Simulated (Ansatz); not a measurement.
LaScO₂F:
```yaml
crystal:
  lattice:
    - [4.13146, 0.00000, 0.00000]
    - [0.00000, 4.13146, 0.00000]
    - [0.00000, 0.00000, 4.03180]
  atoms:
    - { symbol: La, position: [0.50000, 0.50000, 0.50000] }
    - { symbol: Sc, position: [0.00000, 0.00000, 0.00000] }
    - { symbol: O, position: [0.50000, 0.00000, 0.00000] }
    - { symbol: O, position: [0.00000, 0.50000, 0.00000] }
    - { symbol: F, position: [0.00000, 0.00000, 0.50000] }
```

Relaxed with r²SCAN.

Problem. Give the Bader charges and basin volumes of the independent atoms, r²SCAN in the plane-wave PAW code Ansatz.

Solution. 

```json
[
 {"atom": "La1", "Bader charge (e)": "+1.78", "Bader volume (Å³)": "21.6"},
 {"atom": "Sc2", "Bader charge (e)": "+1.98", "Bader volume (Å³)": "8.0"},
 {"atom": "O3", "Bader charge (e)": "-1.45", "Bader volume (Å³)": "13.9"},
 {"atom": "F5", "Bader charge (e)": "-0.87", "Bader volume (Å³)": "11.3"}
]
```

Space group P4/mmm. The start of the workflow was typed in or built on a structure type; neither database checked (COD, Materials Project) lists it. Whether it is the stable phase at ambient conditions was not checked. The r²SCAN relaxation kept the symmetry of its start; whether a distortion lowers the energy is not shown. No spin polarisation was allowed. The volume moved by -20 % from the start of the relaxation. Spin–orbit coupling is left out wherever it is not named.

Potentials: the earlier of the program's two PAW sets.
